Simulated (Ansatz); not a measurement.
What a change of settings does: ReSb (rocksalt type)

First run: DFT, LDA, all-electron LAPW, scalar-relativistic (Ansatz 0.2.0).

Command: `ansatz run input.yaml --threads 1 --pin off --max-ram 2048MiB --backend cpu --events-out ev --progress --plain --runs-dir out` It took 54 s on 1 thread of Arm Neoverse V1, on a shared host, peak memory 0.49 GiB.

```yaml
crystal:
  lattice:
    - [0.0, 2.6854092159, 2.6854092159]
    - [2.6854092159, 0.0, 2.6854092159]
    - [2.6854092159, 2.6854092159, 0.0]
  atoms:
    - { symbol: Re, position: [0.0, 0.0, 0.0] }
    - { symbol: Sb, position: [0.5, 0.5, 0.5] }
kpoints:
  mp_grid: { grid: [12, 12, 12] }
  band_path:
    path:
      - [0.0, 0.0, 0.0]
      - [0.5, 0.0, 0.5]
      - [0.625, 0.25, 0.625]
      - [0.375, 0.375, 0.75]
      - [0.0, 0.0, 0.0]
      - [0.5, 0.5, 0.5]
      - [0.5, 0.25, 0.75]
      - [0.5, 0.0, 0.5]
    npoints: 14
scf:
  occupations: { method: fermi_dirac, width: 0.08 }
hamiltonian:
  xc: lda
  pseudopotentials: { kind: all_electron, lapw: { basis_error: 0.001 } }
output:
  forces: true
  stress: true
  eigenvalues: true
  populations: true
  dos: { projected: true, de: 0.2, e_range: [-14, 8] }
```

The cell comes from a relaxation on PAW files under the same functional, begun from a prototype that needn't be the stable phase.

It converges in 9 SCF iterations at a pressure of 0.00 GPa.

The input is then changed:

```diff
   occupations: { method: fermi_dirac, width: 0.08 }
+  algorithm: density_mixing
+  mixing: { algorithm: broyden, beta: 0.05 }
 hamiltonian:
   populations: true
-  dos: { projected: true, de: 0.2, e_range: [-14, 8] }
```

Task: Predict the outcome of the changed run.

Result: It converges in 15 SCF iterations at a pressure of 0.00 GPa, free energy 0.0 meV/atom against the first run's.
